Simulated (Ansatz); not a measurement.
GaAs in space group Pm-3n (No. 223; Ga on 6c, As on 6d) under volume change, PBE (plane waves, PAW; program Ansatz), scaled uniformly.

```json
[
 {"V (Å³/atom)": "26.992", "E − E(relaxed) (meV/atom)": "40.9", "P (GPa)": "5.39"},
 {"V (Å³/atom)": "27.881", "E − E(relaxed) (meV/atom)": "17.1", "P (GPa)": "3.27"},
 {"V (Å³/atom)": "28.771", "E − E(relaxed) (meV/atom)": "4.0", "P (GPa)": "1.49"},
 {"V (Å³/atom)": "29.661", "E − E(relaxed) (meV/atom)": "0.0", "P (GPa)": "0.00"},
 {"V (Å³/atom)": "30.551", "E − E(relaxed) (meV/atom)": "3.6", "P (GPa)": "-1.26"},
 {"V (Å³/atom)": "31.441", "E − E(relaxed) (meV/atom)": "13.6", "P (GPa)": "-2.33"},
 {"V (Å³/atom)": "32.331", "E − E(relaxed) (meV/atom)": "29.1", "P (GPa)": "-3.22"}
]
```

### Question
What does a third-order Birch–Murnaghan fit give for V₀, B₀ and B′?

### Answer
V₀ = 29.66 Å³/atom, B₀ = 45.7 GPa, B′ = 4.7.

The start of the workflow was typed in or built on a structure type; neither database checked (COD, Materials Project) lists it. It is not the phase usual at ambient conditions (space group No. 216). The PBE relaxation kept the symmetry of its start; whether a distortion lowers the energy is not shown. The volume moved by 27 % from the start of the relaxation.

Potentials: the earlier of the program's two PAW sets.
